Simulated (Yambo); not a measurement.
```
CELL_PARAMETERS angstrom
      0.00000     2.55945     2.55945
      2.55945     0.00000     2.55945
      2.55945     2.55945     0.00000
ATOMIC_POSITIONS crystal
  O  0.00000 0.00000 0.00000
  Sr 0.50000 0.50000 0.50000
```

SrO (rock salt, space group Fm-3m, No. 225): mean Im ε in 1 eV windows above the direct gap of 5.21 eV, for different electron-hole kernels (Yambo, broadening 0.15 eV, norm-conserving PBEsol (Quantum ESPRESSO, 84 Ry, scalar-relativistic) bands; 10×10×10 mesh, 3 valence and 4 conduction bands, static screening with 18 bands and a 4 Ry block, scissor 1.94 eV, Tamm-Dancoff; field along x).

| window (eV) | independent quasiparticles | BSE |
|---|---|---|
| 5.2 to 6.2 | 1.1 | 3.5 |
| 6.2 to 7.2 | 2.0 | 3.3 |
| 7.2 to 8.2 | 2.6 | 3.2 |
| 8.2 to 9.2 | 3.1 | 2.7 |
| 9.2 to 10.2 | 3.6 | 2.1 |

This run doesn't resolve bound excitons or single peaks, so only averages are given, and they too depend on the mesh; weight that the attraction moves below the gap isn't listed. All transitions below 10.42 eV are in the band window. The scissor comes from a G0W0 run whose convergence isn't established.

Geometry relaxed with PBEsol.
